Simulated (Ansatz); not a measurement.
Consider the following.

Mg$_{2}$ZnO$_{3}$:
```yaml
crystal:
  lattice:
    - [2.95888, 0.00000, 0.00000]
    - [-1.47944, 2.56246, 0.00000]
    - [0.00000, 0.00000, 7.21221]
  atoms:
    - { symbol: Mg, position: [0.33333, 0.66667, 0.66624] }
    - { symbol: Mg, position: [0.66667, 0.33333, 0.33376] }
    - { symbol: Zn, position: [0.00000, 0.00000, 0.00000] }
    - { symbol: O, position: [0.33333, 0.66667, 0.17118] }
    - { symbol: O, position: [0.66667, 0.33333, 0.82882] }
    - { symbol: O, position: [0.00000, 0.00000, 0.50000] }
```

This is the LDA-relaxed structure. x, y and z are the axes in which the lattice vectors are written.

Question: All from LDA (plane waves, PAW; program Ansatz), unless another level is named. Estimate the zero-point energy.

Answer: 66.6 meV/atom.

Question: Next, the Hill bulk and shear moduli?

Answer: 183 and 105 GPa.

Question: Next, the highest zone-centre frequency (without LO–TO term)?

Answer: 630 cm^-1.

Question: Give the elastic constants (relaxed ions, GPa).

Answer: C11 = 343, C12 = 108, C13 = 97.9, C14 = 22.3, C33 = 354, C44 = 88.8.

Space group P-3m1. The first step of the workflow began from a Materials Project structure, measured or hypothetical; the Crystallography Open Database copy checked does not list it. With Mg and Zn taken as one species the cell has the higher symmetry Fm-3m, so it may be an ordered model of a mixed-site phase. Its standing as an ambient phase is unchecked. The cell was relaxed with LDA under the symmetry of its start; phonons on a q-mesh show no instability.

Potentials: the later of the program's two PAW sets.
